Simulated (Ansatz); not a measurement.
Input:

ScAl₂:
```yaml
crystal:
  lattice:
    - [0.00000, 3.76340, 3.76340]
    - [3.76340, 0.00000, 3.76340]
    - [3.76340, 3.76340, 0.00000]
  atoms:
    - { symbol: Sc, position: [0.00000, 0.00000, 0.00000] }
    - { symbol: Sc, position: [0.25000, 0.25000, 0.25000] }
    - { symbol: Al, position: [0.62500, 0.62500, 0.62500] }
    - { symbol: Al, position: [0.12500, 0.62500, 0.62500] }
    - { symbol: Al, position: [0.62500, 0.62500, 0.12500] }
    - { symbol: Al, position: [0.62500, 0.12500, 0.62500] }
```

This is the PBEsol-relaxed structure.

### Question
All from PBEsol in the plane-wave PAW code Ansatz, unless another level is named. Give the bulk modulus (Birch–Murnaghan fit).

### Answer
92.2 GPa.

### Question
And the elastic constants (relaxed ions, GPa)?

### Answer
C11 = 198, C12 = 39.6, C44 = 71.3.

Space group Fd-3m (cubic Laves (MgCu2 type)). The workflow started from a Materials Project entry (that database holds measured and hypothetical structures alike); the Crystallography Open Database copy checked does not list it. Whether it is the stable phase at ambient conditions was not checked. Symmetry was held in the PBEsol relaxation; whether a distortion lowers the energy is not shown. No spin polarisation was allowed. As this level gives no gap, shear constants depend on the k-mesh and smearing (Fermi–Dirac, 0.1 eV here).

Potentials: the later of the program's two PAW sets.
